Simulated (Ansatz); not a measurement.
SiB6 in space group R-3m (No. 166; B on 18h, B on 18h, Si on 6c) under volume change, plane-wave PAW PBE (Ansatz code), shape and atoms relaxed at each volume.

```json
[
 {"V (Å³/atom)": "8.461", "E − E(relaxed) (meV/atom)": "47.9", "P (GPa)": "19.70"},
 {"V (Å³/atom)": "8.740", "E − E(relaxed) (meV/atom)": "20.3", "P (GPa)": "12.22"},
 {"V (Å³/atom)": "9.019", "E − E(relaxed) (meV/atom)": "___", "P (GPa)": "___"},
 {"V (Å³/atom)": "9.298", "E − E(relaxed) (meV/atom)": "0.0", "P (GPa)": "0.01"},
 {"V (Å³/atom)": "9.576", "E − E(relaxed) (meV/atom)": "4.4", "P (GPa)": "-4.93"},
 {"V (Å³/atom)": "9.855", "E − E(relaxed) (meV/atom)": "16.8", "P (GPa)": "-9.21"},
 {"V (Å³/atom)": "10.134", "E − E(relaxed) (meV/atom)": "___", "P (GPa)": "___"}
]
```

Q: What belongs in the gaps?

A: 
- 9.019, E − E(relaxed) (meV/atom): 4.8
- 9.019, P (GPa): 5.69
- 10.134, E − E(relaxed) (meV/atom): 36.1
- 10.134, P (GPa): -12.92

Q: What does a third-order Birch–Murnaghan fit give for V₀, B₀ and B′?

A: V₀ = 9.30 Å³/atom, B₀ = 176 GPa, B′ = 3.7.

The start of the workflow was typed in or built on a structure type; neither database checked (COD, Materials Project) lists it. COD files the formula under space group No. 221. Whether it is the stable phase at ambient conditions was not checked. The cell was relaxed with PBE under the symmetry of its start; whether a distortion lowers the energy is not shown. The volume moved by 19 % from the start of the relaxation.

Potentials: the earlier of the program's two PAW sets.
